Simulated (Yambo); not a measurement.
Yambo run on BaTiO3 (space group R3m, No. 160). The wavefunctions are PBEsol (Quantum ESPRESSO, PseudoDojo norm-conserving, 84 Ry, with spin-orbit coupling) ones on a 4×4×4 mesh (40 occupied bands); a = 4.034 Å, b = 4.034 Å, c = 4.034 Å, α = 89.84°, β = 89.84°, γ = 89.84°.

Yambo input:

```
gw0
dyson
el_el_corr
HF_and_locXC
ppa
em1d
EXXRLvcs= 84 Ry
VXCRLvcs= 336 Ry
Chimod= "HARTREE"
% BndsRnXp
 3 | 158 |
%
NGsBlkXp= 6 Ry
% LongDrXp
 1.0 | 1.0 | 1.0 |
%
PPAPntXp= 27.2114 eV
% GbndRnge
 1 | 158 |
%
GTermKind= "BG"
DysSolver= "n"
ExtendOut
% QPkrange
 1 | 1 | 40 | 41 |
 13 | 13 | 40 | 40 |
%
```

k points by index: 1 = Γ, 13 = Z.

The o-*.qp file then holds:

```
#    K-point    Band    Eo [eV]    E [eV]    E-Eo [eV]    Vxc [eV]    Vnlxc [eV]    Sc|Eo [eV]    Sc|E [eV]    dSc/dw|Eo [eV]    Re(Z)    Im(Z)
#
    1    40    -0.347329    -0.402505    -0.055176    -19.85923    -24.10402    4.173855    4.189615    -7.755697    0.778198    -0.001346
    1    41    2.360834    3.888061    1.527227    -18.85221    -11.85169    -5.057553    -5.473295    -7.406769    0.786041    -0.001401
    13    40    0.000000    -0.071372    -0.071372    -19.66577    -24.42252    4.664384    4.685382    -7.991457    0.772986    -0.001382
```
(The two width columns are left out.) Convergence of these settings isn't established.

Geometry of the Materials Project entry, not relaxed at this level.
